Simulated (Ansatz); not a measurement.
TiSi$_{2}$ (C49 type, space group Cmcm)

```
CELL_PARAMETERS angstrom
      1.77297    -6.78252     0.00000
      1.77297     6.78252     0.00000
      0.00000     0.00000     3.57969
ATOMIC_POSITIONS crystal
  Si 0.94084 0.05916 0.75000
  Si 0.05916 0.94084 0.25000
  Si 0.25028 0.74972 0.75000
  Si 0.74972 0.25028 0.25000
  Ti 0.60320 0.39680 0.75000
  Ti 0.39680 0.60320 0.25000
```

Scan: atom 1 (Si, nearest neighbour Si at 2.404 Å; its periodic images, 3.5 Å or more away, move with it) is displaced along Cartesian [111], direction (0.577, 0.577, 0.577) in Cartesian axes, by s. The other atoms stay.

Method: PBE (plane waves to 420 eV, PAW, scalar-relativistic; Ansatz, a program for electronic structure). k mesh 11×11×11 (Γ-centred), Fermi-Dirac smearing 0.05 eV. The energy includes the smearing's −TS. Left out: 1 of 11 points, with atoms too close for the PAW data. With partly filled bands, energies and forces of such displacements shift with the k mesh and the smearing. The PAW data are Ansatz's earlier set. This is one of several known forms of TiSi2; the measured ambient cells at hand have space group No. 70. TiSi2 is run without spin polarisation. TiSi2 was relaxed with its symmetry unable to fall. The zero of ΔE is the undisplaced structure. The last digit holds for this mesh only.

| s (Å) | ΔE (meV/cell) |
|---|---|
| -0.720 | 3659.8 |
| -0.576 | withheld |
| -0.432 | 1129.3 |
| -0.288 | 467.1 |
| -0.144 | 109.8 |
| 0.000 | 0.0 |
| 0.144 | 102.3 |
| 0.288 | 408.4 |
| 0.432 | 941.4 |
| 0.576 | 1764.3 |

Fit a polynomial form (powers 2, 3, 4) to the given rows and predict ΔE at s = -0.576.

Least squares on the 9 given rows: ΔE = (5122)·s² + (-1028)·s³ + (2318)·s⁴, in meV/cell with s in Å; root-mean-square residual 6.32 meV/cell. At -0.576 the fit gives 2151.0 meV/cell; the calculation gives 2168.6 meV/cell, so the interpolation is off by -17.6 (-0.8 %). The quadratic term alone would give 1699.4 meV/cell.

(For displaced atoms, the force is minus the slope of the energy, and its curvature is a force constant, which sets phonon frequencies.)
